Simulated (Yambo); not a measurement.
```
CELL_PARAMETERS angstrom
      5.25328     0.00000     0.00000
     -2.62664     4.54947     0.00000
      0.00000     0.00000     8.94579
ATOMIC_POSITIONS crystal
  O  0.00000 0.50000 0.68585
  O  0.00000 0.50000 0.31415
  O  0.50000 0.00000 0.68585
  O  0.50000 0.00000 0.31415
  O  0.50000 0.50000 0.68585
  O  0.50000 0.50000 0.31415
  Cl 0.00000 0.00000 0.00000
  K  0.00000 0.00000 0.50000
  As 0.66667 0.33333 0.79555
  As 0.33333 0.66667 0.20445
  As 0.33333 0.66667 0.79555
  As 0.66667 0.33333 0.20445
```

Response from Yambo on LDA (Quantum ESPRESSO, PseudoDojo norm-conserving, 84 Ry, without SOC) bands: 3×3×2 mesh, 181 bands, 3 Ry local-field block, 0.2 eV broadening.

### Question
Give the static electronic dielectric constant without and with local fields along each axis.

### Answer
```tsv
field along	ε(0), independent particles	ε(0), RPA with local fields	refractive index √ε
x	4.51	4.09	2.02
z	3.79	2.85	1.69
```
Electronic (clamped-ion) response only. LDA gaps are usually too small, which raises these values. Convergence of the RPA response with its 3×3×2 mesh was not tested. x, y and z are Cartesian axes of the cell as given.

Geometry of the Materials Project entry, not relaxed at this level.
